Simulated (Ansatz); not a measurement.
## Stress against strain in RbLuO2

```xyz
4
Lattice="1.7000 0.9815 6.3833 -1.7000 0.9815 6.3833 0.0000 -1.9630 6.3833" Properties=species:S:1:pos:R:3 pbc="T T T"
Rb    0.0000    0.0000    0.0000
Lu    0.0000    0.0000    9.5750
O     0.0000    0.0000    4.2704
O     0.0000    0.0000   14.8795
```

Atom numbers follow the list: Rb1, Lu2, O3, O4.

The cell is COD entry 1528053, as deposited and not checked against the literature; nothing was relaxed.

No spin–orbit coupling, which matters for the heavy atoms here.

All numbers below come from Ansatz 0.2.0, DFT, PBEsol, all-electron LAPW, scalar-relativistic.

Settings: a Γ-centred 10×10×10 k mesh, Fermi–Dirac smearing of 0.03 eV, basis error target 1 meV/atom, no spin polarisation.

The strain is applied along the Cartesian axes of the cell as listed (the other components stay zero). Fractional coordinates are held (clamped ions).

σ is the change of stress from the unstrained cell, which is at 0.99 GPa; tension is positive, so slopes are stress–strain coefficients at that pressure.

Only quantities that a quadratic follows smoothly over the whole series are listed; rougher ones are left out.

| εzz | σzz (GPa) | σxx (GPa) |
| --- | --- | --- |
| -0.0200 | -3.79 | -1.24 |
| -0.0100 | -1.87 | -0.59 |
| 0.0000 | 0.00 | 0.00 |
| 0.0200 | 3.57 | 1.03 |

Question: Fit the series and read off the stiffness at zero strain.

Answer: Least-squares fits y = p0 + p1 x + p2 x² to the rows give σzz (GPa): p1 = 184, p2 = -270; σxx (GPa): p1 = 56.7, p2 = -270. So C33 = 184 GPa and C13 = 57 GPa, for these axes.

Question: One run, at εzz = 0.0100, is withheld. Predict its row.

Answer: The fits give 1.81, 0.54; the run gave 1.81, 0.54.
